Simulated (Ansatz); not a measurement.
Ansatz input

```yaml
crystal:
  lattice:
    - [3.4114637394, 0.0, 0.0]
    - [-1.7057318697, 2.9544142624, 0.0]
    - [0.0, 0.0, 10.9179720923]
  atoms:
    - { symbol: Hg, position: [1.0, 1.0, 1.0] }
    - { symbol: Hg, position: [1.0, 1.0, 0.5] }
    - { symbol: Hg, position: [0.3333333333, 0.6666666667, 0.25] }
    - { symbol: Hg, position: [0.6666666667, 0.3333333333, 0.75] }
hamiltonian:
  xc: r2scan
  pseudopotentials:
    kind: paw
    azcp:
      Hg: "pseudopotentials/Hg.paw.azcp"
basis:
  ecutwfc: 500
  fft_grid_basis: typed
kpoints:
  mp_grid: { grid: [12, 12, 4], shift: [0, 0, 0] }
magnetization:
  spin_polarized: false
scf:
  occupations: { method: fermi_dirac, width: 0.1 }
  lower_state_search: "off"
output:
  stress: true
```

Terminal output

```
Engine: ansatz 0.2.0, x86_64-unknown-linux-gnu
Pseudopotentials: kind: paw
Pseudopotential: Hg, paw, valence charge 20, recommended cutoff 500 eV (meta_gga) 
Functional definition: r2SCAN
  parameter k0 = 0.174
  parameter k1 = 0.065
  parameter a1 = 4.9479
  exchange = r2scan_x(k0 = k0, k1 = k1, a1 = a1)
  correlation = r2scan_c
Crystal: 4 atoms, lattice volume = 110.041 Å³
Basis set: ecut = 500 eV, 2799 PW (Γ), exchange–correlation on 100×100×320 points (64 copies of the dense FFT grid, shifted against one another)
Bands: 46, of which v1, the nominal top of the filled ones, is band 40 counted from 1 (39 counted from 0)
Symmetry: 24 space group operations
Space group: P63/mmc (ITA 194), of the structure as read, at distance tolerance 4.8e-5 Å
k-points: 57 of 576
Non-local potential: Hg, projectors of the file, l = 0: 3, l = 1: 2, l = 2: 2, l = 3: 1
PAW form: soft (Blöchl's): semilocal exchange-correlation on the pseudo side does not see the compensation charge
PAW frozen core: Hg, regenerated for the run's functional (the file was generated under x = pbe(κ = 0.804, μ = 0.2195149727645171), c = pbe(β = 0.06672455060314922))
PAW one-centre angular grid: Hg, 590 points (default); XC on 160 Gauss nodes
Initial density: superposition of atomic densities (neutral atoms: chi_scale 0, normalization atom), corrected by the library's trained network
Initial wavefunctions: pseudopotential atomic-orbital guess
Functional: x = r2scan, c = r2scan; τ floored in thin density (d = 2e-4 eV/Å³)
SCF iter   1: F=-55311.248369 eV  HF=-55311.312005 eV  |F-HF|=6.36e-2  |Δ(HF+E_count)|=         —  Δρ=8.30e-3  dr2=1.02e-1  dr2_τ=3.58e-3  ethr=1.77e-3  ⟨swp⟩=6.3  Hψ=9163  notcnv=0  defer=6
SCF iter   2: F=-55311.278262 eV  HF=-55311.292855 eV  |F-HF|=1.46e-2  |Δ(HF+E_count)|=   1.92e-2  Δρ=4.39e-3  dr2=3.01e-2  dr2_τ=1.26e-3  ethr=1.28e-4  ⟨swp⟩=1.7  Hψ=4186  notcnv=0  defer=10
SCF iter   3: F=-55311.287559 eV  HF=-55311.287267 eV  |F-HF|=2.91e-4  |Δ(HF+E_count)|=   5.59e-3  Δρ=1.18e-3  dr2=1.52e-3  dr2_τ=7.67e-5  ethr=3.76e-5  ⟨swp⟩=2.0  Hψ=4081  notcnv=0  defer=10
SCF iter   4: F=-55311.287764 eV  HF=-55311.287728 eV  |F-HF|=3.64e-5  |Δ(HF+E_count)|=   4.60e-4  Δρ=2.64e-4  dr2=5.83e-5  dr2_τ=3.55e-6  ethr=1.90e-6  ⟨swp⟩=2.1  Hψ=4129  notcnv=0  defer=10
SCF iter   5: F=-55311.287783 eV  HF=-55311.287783 eV  |F-HF|=3.37e-7  |Δ(HF+E_count)|=   5.50e-5  Δρ=7.17e-5  dr2=5.88e-6  dr2_τ=5.52e-7  ethr=7.29e-8  ⟨swp⟩=2.0  Hψ=3964  notcnv=0  defer=10
SCF iter   6: F=-55311.287784 eV  HF=-55311.287784 eV  |F-HF|=1.43e-8  |Δ(HF+E_count)|=   8.83e-7  Δρ=1.72e-5  dr2=4.43e-7  dr2_τ=5.29e-8  ethr=7.35e-9  ⟨swp⟩=2.0  Hψ=3964  notcnv=0  defer=10
SCF iter   7: F=-55311.287784 eV  HF=-55311.287784 eV  |F-HF|=6.50e-9  |Δ(HF+E_count)|=   1.37e-7  Δρ=4.72e-6  dr2=5.58e-8  dr2_τ=1.68e-9  ethr=1.25e-10  ⟨swp⟩=4.4  Hψ=8834  notcnv=0
SCF 1 converged in 7 iterations: F = -55311.287784 eV  dr2 = 5.58e-8
SCF converged after 7 iterations
Free energy (F): -55311.287784 eV
Harris-Foulkes:  -55311.287784 eV  (|F-HF|=6.50e-9)
Internal energy: -55311.270360 eV  (E = F + TS)
E sigma→0 (E₀):  -55311.279072 eV
Entropy (-TS):   -0.017424 eV (-4.356 meV/atom)
Fermi energy:    11.601459 eV
--- Per-component energies (eV) ---
  E_band       = -1828.816024
  E_kinetic    = 2421.626423
  E_local      = -10954.854587  (includes V_loc(G=0)·N_el)
  E_nonlocal   = 296.744537
  E_hartree    = 4670.645221
  E_xc         = -833.291256
  E_vxc        = -1160.710533  (∫ρ·V_xc dr)
  E_paw        = -39890.694183  (= ΣΔE_a)
  E_vpaw       = -1854.118117  (= ΣTr[D̂ρ^β])
  E_aug_tail   = 0.001504  (compensation charges beyond the density's cutoff)
  E_vtau       = 81.204853  (kinetic-family band-sum trace: ∫τ·v_τ [+ j·A + Jᵃ·Aᵃ] dr)
  E_ewald      = -11020.852309
  E_core_change = -0.595711  (= ΣΔE_core)
  E_smearing   = -0.017424  (= −TS)
  E_closure    = -0.000000  (closes the sum)
  Σ components = -55311.287784   (vs F -55311.287784, Δ=0.00e0)
--- Stress (GPa, compression-positive) ---
        0.117150       0.000000       0.000000
        0.000000       0.117150       0.000000
        0.000000       0.000000      -0.005877
  P = ⅓ Tr σ = 0.0761 GPa (0.761 kbar)
```

Launched by

```sh
ansatz run input.yaml --threads 1 --pin off --max-ram 3584MiB --backend cpu --events-out ev --progress --plain --runs-dir out
```

On 1 thread of Intel(R) Xeon(R) Platinum 8259CL CPU @ 2.50GHz (Skylake/Cascade Lake) (shared host) this took about 43 s of wall time and 43 s of CPU time.
